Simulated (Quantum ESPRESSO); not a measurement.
## Strain and stress in Ag2In3SnZr2

Calculated results; nothing here was measured. They come from Quantum ESPRESSO 7.5, a public plane-wave density functional program. Each row is one single-point run on a made-up periodic cell of eight metal atoms, with elements, volume, strain and displacements drawn at random and not relaxed, so a cell may be unstable or far from any real phase. There is no spin polarisation or spin-orbit coupling.

Settings: PBE unless stated; PseudoDojo standard norm-conserving files; Fermi-Dirac width 0.25 eV, which means electrons at about 2900 K; cutoff 1116 eV; 5 x 5 x 3 k mesh shifted half a step off Gamma. E is the free energy of the whole cell (internal energy minus TS), so a -TS column is already part of it. Stress is positive in tension, and the pressure P is minus a third of its trace.

Checks: one run of this series was repeated at a higher cutoff and on a denser mesh, which moved values by no more than 0.014 eV, 0.13 GPa and 0.011 eV/Å, and a second program with other atomic files agreed on it to 2 % rms in force and 0.5 GPa in pressure. Known limits: the tin pseudopotential is less sure than most, with forces differing by about three percent from a second method on plain tin; a spin test at this wide smearing found no moment, but such smearing suppresses magnetism that the real alloy may have.

The lattice is face-centred cubic, and the cell vectors in Å are (0.021, -0.007, -4.468); (4.599, -0.017, -0.021); (0.034, -9.182, -0.013), a volume of 188.63 Å³ in run 5. The elements on sites 1 to 8 are In In Ag Ag Sn Zr In Zr. Each run adds a shear e (the xy component of the symmetric strain tensor) to one drawn cell, with the atoms carried along. E is counted from run 5.

```
run,e (%),s_xx (GPa),s_yy (GPa),s_zz (GPa),s_xy (GPa),P (GPa),E (meV)
1,-2.20,5.03,2.10,3.40,-0.67,-3.51,19.9
2,-1.21,5.14,2.21,3.40,-0.44,-3.58,8.4
3,-0.88,?,?,?,?,?,?
4,-0.66,5.18,2.25,3.40,-0.32,-3.61,3.9
5,0.08,5.21,2.27,3.39,-0.16,-3.63,0.0
6,1.59,5.19,2.24,3.38,0.17,-3.60,-1.0
7,2.38,5.13,2.18,3.38,0.35,-3.56,2.3
```

## Worked fit

A parabola through the runs shown gives s_xy = -0.18 + 0.221 e - 0.001 e² GPa with e in per cent, an error of 0.001 on the linear term and a scatter of 0.00 GPa. The atoms are clamped and the cell is already under stress, so the slope belongs to this path and is not an elastic constant of a real alloy.

## Withheld run

Question: what s_xy should run 3 give?

The fit gives -0.38 ± 0.01 GPa. The calculation gave -0.37 GPa.
